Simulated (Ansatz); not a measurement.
CaO (rock salt, space group No. 225), plane-wave PAW PBE (Ansatz code). The conduction-band minimum lies at X, with 3 equivalent valleys. Second derivatives d²E/dk² of the lowest band at one valley (eV·Å²), along Cartesian directions:

| direction | d²E/dk² |
|---|---|
| [100] | 5.352 |
| [010] | 17.22 |
| [001] | 17.22 |
| [110] | 11.29 |
| [101] | 11.29 |
| [011] | 17.22 |

Question: Find the principal effective masses, the density-of-states mass and the conductivity mass.

Answer: Off-diagonal terms follow from H_xy = H[110] − (H_xx + H_yy)/2, and m*/mₑ = 7.620 eV·Å² over each eigenvalue: 0.44, 0.44, 1.4. One valley's DOS mass (m₁m₂m₃)^(1/3) = 0.65, conductivity mass 3/(Σ 1/mᵢ) = 0.57 mₑ.

Question: What effective density of states Nc follows at 300 K for parabolic valleys?

Answer: Nc = 2.509e19 × 3 × (0.65)^(3/2) ≈ 3.9e19 cm⁻³.

Space group Fm-3m (rock salt). Symmetry was held in the PBE relaxation.

Potentials: the later of the program's two PAW sets.

Edges and masses are those of Kohn–Sham bands, whose gap is no quasiparticle gap.
